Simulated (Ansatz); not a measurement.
# Cu₂O: from a starting cell to a relaxed one

The start is a relaxed Cu2O cell with every coordinate shifted by Gaussian noise of σ = 0.1 Å. Cell shape, volume and atoms are optimised at zero target pressure with r2SCAN (plane waves to 500 eV, PAW, scalar-relativistic; Ansatz, an electronic-structure program). First-step values are on the input's coarse k-mesh.

Ansatz input (later rounds restart from its end on a renewed k-mesh):
Ansatz 0.2 input:
```yaml
crystal:
  lattice:
    - [4.2445315742, 0, 0]
    - [0, 4.2445315742, 0]
    - [0, 0, 4.2445315742]
  atoms:
    - { symbol: Cu, position: [0.7760129759, 0.7406584827, 0.7677566613] }
    - { symbol: Cu, position: [0.7658790238, 0.2499558923, 0.2774242527] }
    - { symbol: Cu, position: [0.2440450343, 0.7425139258, 0.2265210681] }
    - { symbol: Cu, position: [0.2641198184, 0.2676838847, 0.7655124282] }
    - { symbol: O, position: [-0.0008646967, 0.0346556765, -0.0241524219] }
    - { symbol: O, position: [0.4851594728, 0.4681917383, 0.5032959779] }
basis: { ecutwfc: 500, ecutrho_ratio: 4, xc_grid: 4, fft_grid_basis: typed }
kpoints: { mp_grid: { grid: [6, 6, 6] } }
hamiltonian:
  xc: r2scan
  dispersion: none
  pseudopotentials: { azcp: { folder: ./paw }, kind: paw }
scf: { occupations: { method: fermi_dirac, width: 0.05 } }
relax: { f_tol: 0.01, max_steps: 100, cell: { stress_tol: 0.02 } }
output: { forces: true, stress: true }
```

Q: What pressure does the first self-consistent step give?

A: +2.9 GPa (positive: the cell is compressed).

Q: By how much does the energy per atom fall from start to end?

A: 0.11 eV/atom.

Q: Is the parent structure recovered?

A: The parent structure is recovered, Pn-3m (No. 224).

Q: How do the shortest distances between atoms change?

A: The closest pairs of elements (up to four, under 3.6 Å), start → end: Cu–O 1.69 → 1.84 Å; Cu–Cu 2.78 → 3.00 Å; O–O 3.42 → 3.68 Å.

Relaxed structure:

Space group Pn-3m, origin choice 1 (No. 224); a = 4.245 Å, b = 4.245 Å, c = 4.245 Å, α = 90.00°, β = 90.00°, γ = 90.00°

```json
[
 {"atom": "Cu", "site": "4b", "symmetry": ".-3m", "x": "0.2500", "y": "0.2500", "z": "0.2500"},
 {"atom": "O", "site": "2a", "symmetry": "-43m", "x": "0.0000", "y": "0.0000", "z": "0.0000"}
]
```

Final values are on a 8×8×8 k-mesh of the relaxed cell. No spin polarisation in the result.
